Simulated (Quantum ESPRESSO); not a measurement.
# BSi2ON3: convergence and cost over cutoff and k mesh

A calculation, not a measurement. The program is pw.x of Quantum ESPRESSO 7.5 (plane-wave density functional theory). The cell is made up: 7 atoms on a wurtzite lattice with one site empty, with randomly drawn elements, strain and displacements, not relaxed. PseudoDojo standard norm-conserving files (v0.5 for PBE, v0.4.1 for LDA and PBEsol) set the functional; there is no spin polarisation, spin-orbit coupling or dispersion term, and the masses in the input are unused placeholders.

Input of the run in row 4:

```
&control calculation='scf', pseudo_dir='./dojo.nc.sr.pbe.v0_5.standard.upf', outdir='./o', disk_io='medium', tprnfor=.true., tstress=.true. /
&system ibrav=0, nat=7, ntyp=4, nbnd=22, ecutwfc=84.00895049, nosym=.true., tot_charge=0,
 occupations='smearing', smearing='fd', degauss=0.0018374661
/
&electrons conv_thr=7.350e-09, electron_maxstep=60, /
ATOMIC_SPECIES
B 1.0 B.upf
N 1.0 N.upf
O 1.0 O.upf
Si 1.0 Si.upf
CELL_PARAMETERS angstrom
2.7653 0.0484 -0.0459
0.0839 4.8781 -0.0178
-0.0749 -0.0168 4.5233
ATOMIC_POSITIONS angstrom
B -0.0018 -0.0077 -0.0132
Si 1.4157 2.4779 -0.0231
Si 0.0666 3.2269 2.3085
O -0.0682 0.0408 1.6326
N 1.4397 2.3925 1.7201
N 1.327 0.7885 3.9737
N -0.0335 3.2452 3.9169
K_POINTS automatic
6 4 4 1 1 1
```

The same cell was run at these settings. Meshes are shifted by half a step, and differences are from the last row, which is itself not exact.

| cutoff (eV) | k mesh | k points solved | threshold (eV) | free energy less the last row's (eV) | pressure (GPa) | largest stress difference (GPa) | largest force difference (eV/Å) | iterations | wall time (s) | k-point pools | processor |
| --- | --- | --- | --- | --- | --- | --- | --- | --- | --- | --- | --- |
| 800 | 2 x 2 x 2 | 4 | 1e-04 | -0.544 | -1.05 | 17.08 | 0.464 | 8 | 9 | 1 | AMD EPYC, Zen 5 class |
| 1143 | 2 x 2 x 2 | 4 | 1e-07 | -0.931 | 6.07 | 9.87 | 0.463 | 12 | 18 | 1 | AMD EPYC, Zen 5 class |
| 801 | 6 x 4 x 4 | 48 | 1e-07 | 0.381 | 0.15 | 7.24 | 0.027 | 12 | 76 | 1 | AMD EPYC, Zen 5 class |
| 1143 | 6 x 4 x 4 | 48 | 1e-07 | 0.000 | 7.18 | 0.03 | 0.003 | 12 | 117 | 1 | AMD EPYC, Zen 5 class |
| 1437 | 8 x 6 x 6 | 144 | 1e-07 | 0.000 | 7.18 | 0.00 | 0.000 | 12 | 538 | 1 | AMD EPYC, Zen 5 class |

Each pool is one process. Wall times include start-up and a band step at six k points, which weighs most on the coarsest meshes. The runs were on shared virtual cores whose load varied, so times are rough.